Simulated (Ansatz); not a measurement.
AlCo:
```
CELL_PARAMETERS angstrom
      2.85187     0.00000     0.00000
      0.00000     2.85187     0.00000
      0.00000     0.00000     2.85187
ATOMIC_POSITIONS crystal
  Co 0.00000 0.00000 0.00000
  Al 0.50000 0.50000 0.50000
```

Relaxed with PBE. Special points in fractions of this cell's reciprocal vectors: Γ (0.000, 0.000, 0.000); X (0.000, 0.500, 0.000); M (0.500, 0.500, 0.000); R (0.500, 0.500, 0.500).

Problem. List the band energies nearest the Fermi level at these points for plane-wave PAW PBE (Ansatz code).

Solution. In eV from the Fermi level; about four levels below and three above (degenerate sets whole), none deeper than 8.9 eV; points with the same levels are listed once.

```tsv
k	below	above
Γ	-2.98 -2.98 -0.85 -0.85 -0.85	5.91 5.91 5.91
X	-2.39 -1.73 -1.73 -0.74	0.17 8.31 10.49 10.49
M	-2.72 -2.72 -1.52 -1.52 -0.25	2.38 3.44 12.69
R	-3.96 -3.96 -3.96 -0.21 -0.21	2.32 2.32 2.32
```

Space group Pm-3m (CsCl type). Symmetry was held in the PBE relaxation. The workflow began spin-polarised and lost its moments.

Potentials: the later of the program's two PAW sets.
